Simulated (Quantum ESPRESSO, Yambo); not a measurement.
NiSi$_{3}$P$_{4}$ (space group I-42m, No. 121). The geometry is that of Materials Project entry mp-8311, symmetrised and not relaxed again. Chain: PBEsol (pw.x of Quantum ESPRESSO, ONCV potentials, without SOC); G0W0 in Yambo (4×4×4 Γ-centred k mesh, bands 5 to 149 and a 6 Ry block in the screening, 149 bands in G with the Bruneval-Gonze terminator, plasmon pole fitted at 27.2 eV); BSE (6×6×6 mesh, 7 valence and 9 conduction bands, static screening with 75 bands and a 3 Ry block, scissor 0.27 eV, Tamm-Dancoff).

```yaml
PBEsol gap (dense path): 0.26 eV
PBEsol gap Γ → Z on the GW mesh: 0.26 eV
PBEsol smallest direct gap on the GW mesh, at Γ: 0.49 eV
G0W0 direct gap at that point: 0.76 eV
G0W0 correction to the gap Γ → Z: 0.23 eV
lowest_exciton: no binding energy given (see below)
```

Rough cost of the Yambo steps against G0W0 for 10 states: BSE within a factor of two.

Convergence of the G0W0 settings was not tested. The BSE states are vertical excitations (zero momentum); the indirect quasiparticle gap, about 0.49 eV, is smaller than the direct one (0.76 eV on the GW mesh). The lowest state covers only about 1 of the 216 k points, so the mesh doesn't resolve it: its energy and its distance from the direct gap are mesh artefacts. An extended exciton needs a far denser mesh. Axes are Cartesian, with cell vectors (Å) (-2.58, 2.58, 5.17), (2.58, -2.58, 5.17), (2.58, 2.58, -5.17).

The runs are not spin-polarised; magnetic order was not tried.
